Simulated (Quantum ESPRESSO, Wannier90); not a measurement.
# Tight-binding from DFT: Mg (bcc (W type), model phase)

Cell from Materials Project (mp-110), symmetrised, no further relaxation. This isn't the element's usual structure (hcp); take it as a model of another phase. Level: PBEsol, no spin polarisation, no spin-orbit coupling; pw.x of Quantum ESPRESSO at 68 Ry with PseudoDojo potentials, 12×12×12 k-points, Wannier90. Density: 16×16×16 mesh, cold smearing 0.01 Ry.

```
begin unit_cell_cart
ang
   -1.7727650000    1.7727650000    1.7727650000
    1.7727650000   -1.7727650000    1.7727650000
    1.7727650000    1.7727650000   -1.7727650000
end unit_cell_cart
mp_grid = 12 12 12
```

**Question.** Which shells of neighbouring k-points and which b-vectors and weights does Wannier90 pick for this cell and mesh?

**Answer.** 
```
 *---------------------------------- K-MESH ----------------------------------*
 +----------------------------------------------------------------------------+
 |                    Distance to Nearest-Neighbour Shells                    |
 |                    ------------------------------------                    |
 |          Shell             Distance (Ang^-1)          Multiplicity         |
 |          -----             -----------------          ------------         |
 |             1                   0.208849                     12            |
 |             2                   0.295357                      6            |
 |             3                   0.361737                     24            |
 |             4                   0.417698                     12            |
 |             5                   0.467001                     24            |
 |             6                   0.511574                      8            |
 |             7                   0.552563                     48            |
 |             8                   0.590714                      6            |
       ... (lines left out)
 +----------------------------------------------------------------------------+
 | The b-vectors are chosen automatically                                     |
 | The following shells are used:                       1                     |
 +----------------------------------------------------------------------------+
 |                        Shell   # Nearest-Neighbours                        |
 |                        -----   --------------------                        |
 |                          1              12                                 |
 +----------------------------------------------------------------------------+
 | Completeness relation is fully satisfied [Eq. (B1), PRB 56, 12847 (1997)]  |
 +----------------------------------------------------------------------------+
 |                  b_k Vectors (Ang^-1) and Weights (Ang^2)                  |
 |                  ----------------------------------------                  |
 |            No.         b_k(x)      b_k(y)      b_k(z)        w_b           |
 |            ---        --------------------------------     --------        |
 |             1         0.147679    0.147679    0.000000     5.731590        |
 |             2         0.147679    0.000000    0.147679     5.731590        |
 |             3         0.000000    0.147679    0.147679     5.731590        |
 |             4        -0.147679   -0.147679    0.000000     5.731590        |
 |             5         0.000000   -0.147679    0.147679     5.731590        |
 |             6        -0.147679    0.000000    0.147679     5.731590        |
 |             7        -0.147679    0.000000   -0.147679     5.731590        |
 |             8         0.000000    0.147679   -0.147679     5.731590        |
 |             9        -0.147679    0.147679    0.000000     5.731590        |
 |            10         0.000000   -0.147679   -0.147679     5.731590        |
 |            11         0.147679    0.000000   -0.147679     5.731590        |
 |            12         0.147679   -0.147679    0.000000     5.731590        |
```
